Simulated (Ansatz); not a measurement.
Os (hcp (Mg type), P6_3/mmc) under volume change, r²SCAN+D4 in the plane-wave PAW code Ansatz, shape and atoms relaxed at each volume.

| V (Å³/atom) | E − E(relaxed) (meV/atom) | P (GPa) |
|---|---|---|
| 12.692 | 183.3 | 51.16 |
| 13.110 | 76.6 | 31.12 |
| 13.529 | 18.0 | 14.23 |
| 13.947 | 0.0 | 0.00 |
| 14.365 | ___ | ___ |
| 14.784 | 60.9 | -22.02 |
| 15.202 | ___ | ___ |

**Question.** What belongs in the gaps?

**Answer.** 
- 15.202, E − E(relaxed) (meV/atom): 129.7
- 15.202, P (GPa): -30.44
- 14.365, E − E(relaxed) (meV/atom): 16.1
- 14.365, P (GPa): -11.97

**Question.** What does a third-order Birch–Murnaghan fit give for V₀, B₀ and B′?

**Answer.** V₀ = 13.95 Å³/atom, B₀ = 434 GPa, B′ = 4.7.

The cell was relaxed with r²SCAN+D4 under the symmetry of its start. The run is not spin-polarised. The pairwise dispersion correction was not fitted to metals. Scalar-relativistic: spin–orbit coupling is off unless named, which matters more the heavier the elements.

Potentials: the later of the program's two PAW sets.
